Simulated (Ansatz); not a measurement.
Input:

AgW:
```xyz
4
Lattice="1.3515 -5.5200 0.0000 1.3515 5.5200 0.0000 0.0000 0.0000 4.4783" Properties=species:S:1:pos:R:3 pbc="T T T"
Ag     1.3515    -2.0517     1.1196
W      1.3515    -4.8762     1.1196
Ag     1.3515     2.0517     3.3588
W      1.3515     4.8762     3.3588
```

This is the r²SCAN-relaxed structure.

Problem. All from r²SCAN in the plane-wave PAW code Ansatz, unless another level is named. Estimate the density of states at the Fermi level.

Solution. 0.61 states/eV per atom (mean over ±0.08 eV).

Problem. And the formation energy from the elements (no fitted shifts)?

Solution. 0.78 eV/atom.

Space group Cmcm. The start of the workflow was typed in or built on a structure type; neither database checked (COD, Materials Project) lists it. Its standing as an ambient phase is unchecked. The cell was relaxed with r²SCAN under the symmetry of its start; its stability against distortions is not shown here. No spin polarisation was allowed. Its formation energy is positive at this level, so the cell may be metastable or incomplete. The references are the lowest solids computed at this level, not always the standard phases. Spin–orbit coupling is left out wherever it is not named.

Potentials: the later of the program's two PAW sets.
